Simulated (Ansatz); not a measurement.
Consider the following.

Ta₂SiN:
```yaml
crystal:
  lattice:
    - [3.19220, 0.00000, 0.00000]
    - [-1.59610, 2.76452, 0.00000]
    - [0.00000, 0.00000, 12.08006]
  atoms:
    - { symbol: Si, position: [0.33333, 0.66667, 0.75000] }
    - { symbol: Si, position: [0.66667, 0.33333, 0.25000] }
    - { symbol: Ta, position: [0.33333, 0.66667, 0.09488] }
    - { symbol: Ta, position: [0.66667, 0.33333, 0.59488] }
    - { symbol: Ta, position: [0.66667, 0.33333, 0.90512] }
    - { symbol: Ta, position: [0.33333, 0.66667, 0.40512] }
    - { symbol: N, position: [0.00000, 0.00000, 0.00000] }
    - { symbol: N, position: [0.00000, 0.00000, 0.50000] }
```

This is the PBEsol-relaxed structure. Cartesian axes are those of the cell as given.

Task: All from plane-wave PAW PBEsol (Ansatz code), unless another level is named. Give the Poisson's ratio.

Result: 0.34.

Task: What about the elastic constants (relaxed ions, GPa)?

Result: C11 = 292, C12 = 199, C13 = 214, C33 = 362, C44 = 185.

Space group P6_3/mmc. The start of the workflow was typed in or built on a structure type; neither database checked (COD, Materials Project) lists it. Its standing as an ambient phase is unchecked. Symmetry was held in the PBEsol relaxation; its stability against distortions is not shown here. The run is not spin-polarised. As this level gives no gap, shear constants depend on the k-mesh and smearing (Fermi–Dirac, 0.1 eV here). On the denser mesh and wider smearing of the elastic run this cell carries a stress of 0.4 GPa. Spin–orbit coupling is left out wherever it is not named.

Potentials: the earlier of the program's two PAW sets. The files were generated under PBE; for other functionals the program regenerates the frozen cores, and for LDA and PBEsol the local potential too.
